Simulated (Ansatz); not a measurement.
Data:

AlN:
```yaml
crystal:
  lattice:
    - [3.13027, 0.00000, 0.00000]
    - [-1.56513, 2.71089, 0.00000]
    - [0.00000, 0.00000, 5.01808]
  atoms:
    - { symbol: Al, position: [0.66667, 0.33333, 0.00337] }
    - { symbol: Al, position: [0.33333, 0.66667, 0.50337] }
    - { symbol: N, position: [0.66667, 0.33333, 0.62183] }
    - { symbol: N, position: [0.33333, 0.66667, 0.12183] }
```

This is the PBE-relaxed structure. Cartesian axes are those of the cell as given.

**Question.** All from the program Ansatz at the PBE level (PAW), unless another level is named. Predict the Poisson's ratio.

**Answer.** 0.24.

**Question.** What about the piezoelectric stress constants (proper, relaxed ions, C/m²)?

**Answer.** e15 = e24 = 0.30, e31 = e32 = 0.57, e33 = -1.44.

**Question.** Give the vibrational entropy at 300 K.

**Answer.** 10.7 J/(K·mol of atoms).

Space group P6_3mc (wurtzite). The PBE relaxation kept the symmetry of its start; phonons on a q-mesh show no instability.

Potentials: the later of the program's two PAW sets.
